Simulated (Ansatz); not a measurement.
The calculation used DFT PBE, scalar-relativistic, plane waves, PAW (Ansatz). Settings: cutoff 420 eV, Γ-centred meshes spaced at most about 0.3 Å⁻¹, and about 0.25 Å⁻¹ or finer for metals (2π included), Gaussian smearing. No spin polarisation in the final relaxations.

Temperature and zero-point effects are left out.

Two relaxed structures of CoSi4:

A.

Space group P4/mmm (No. 123). a = 5.164 Å, b = 5.164 Å, c = 2.644 Å, α = 90.00°, β = 90.00°, γ = 90.00°
```
atom  site  symmetry       x       y       z
  Co    1a     4/mmm  0.0000  0.0000  0.0000
  Si    4k      m.2m  0.7316  0.7316  0.5000
```

B.

Space group P-43m (No. 215). a = 4.286 Å, b = 4.286 Å, c = 4.286 Å, α = 90.00°, β = 90.00°, γ = 90.00°
| atom | site | symmetry | x | y | z |
| --- | --- | --- | --- | --- | --- |
| Co | 1a | -43m | 0.0000 | 0.0000 | 0.0000 |
| Si | 4e | .3m | 0.2928 | 0.2928 | 0.2928 |

Problem. Which would you expect to be lower, and how large is the difference?

Solution. A is lower, by 0.65 eV/atom. A has space group P4/mmm (No. 123), 14.1 Å³/atom and no gap on its mesh; B has space group P-43m (No. 215), 15.7 Å³/atom and no gap. Counting Si atoms around Co (those within 1.25 times the shortest such distance or 1.15 times the sum of covalent radii), A has Co 8 and B has Co 4. A and B both hold Si–Si units of three or more atoms. The denser one is the lower, and pressure would at first widen the difference. Both come from invented guesses.

Trial moments died out on the coarse mesh in P4/mmm and P-43m; another magnetic start might hold. Cells relaxed within their symmetry can be saddle points.
